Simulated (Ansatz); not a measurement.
Tc:
```yaml
crystal:
  lattice:
    - [2.73029, 0.00000, 0.00000]
    - [-1.36514, 2.36450, 0.00000]
    - [0.00000, 0.00000, 8.75412]
  atoms:
    - { symbol: Tc, position: [0.00000, 0.00000, 0.00000] }
    - { symbol: Tc, position: [0.00000, 0.00000, 0.50000] }
    - { symbol: Tc, position: [0.33333, 0.66667, 0.25000] }
    - { symbol: Tc, position: [0.66667, 0.33333, 0.75000] }
```

Relaxed with r²SCAN+D4. Special points in fractions of this cell's reciprocal vectors: Γ (0.000, 0.000, 0.000); M (0.500, 0.000, 0.000); K (0.333, 0.333, 0.000); A (0.000, 0.000, 0.500); L (0.500, 0.000, 0.500); H (0.333, 0.333, 0.500).

**Question.** List the band energies nearest the Fermi level at these points for r²SCAN+D4 (plane waves, PAW; program Ansatz).

**Answer.** In eV from the Fermi level; about four levels below and three above (degenerate sets whole), none deeper than 8.9 eV; points with the same levels are listed once.

```tsv
k	below	above
Γ	-1.35 -1.35 -1.25 -1.25	0.30 0.30 1.05 1.05
M	-2.54 -2.12 -1.62 -0.68	0.06 0.07 2.08
K	-2.04 -2.04 -1.98 -0.15 -0.15	1.32 1.32 2.37
A	-1.58 -1.58 -1.58 -1.58 -0.10 -0.10	0.78 0.78 0.78 0.78
L	-1.54 -1.54 -0.13 -0.13	0.59 0.59 2.17 2.17
H	-2.05 -2.05 -0.13 -0.13	0.85 0.85 2.56 2.56
```

Space group P6_3/mmc (dhcp (α-La type)). The workflow started from a Materials Project entry (that database holds measured and hypothetical structures alike). Its sites differ from those of the usual phase in this space group: another stacking or structure type. The cell was relaxed with r²SCAN+D4 under the symmetry of its start; whether a distortion lowers the energy is not shown. No spin polarisation was allowed. The pairwise dispersion correction was not fitted to metals. Spin–orbit coupling is left out wherever it is not named.

Potentials: the later of the program's two PAW sets.
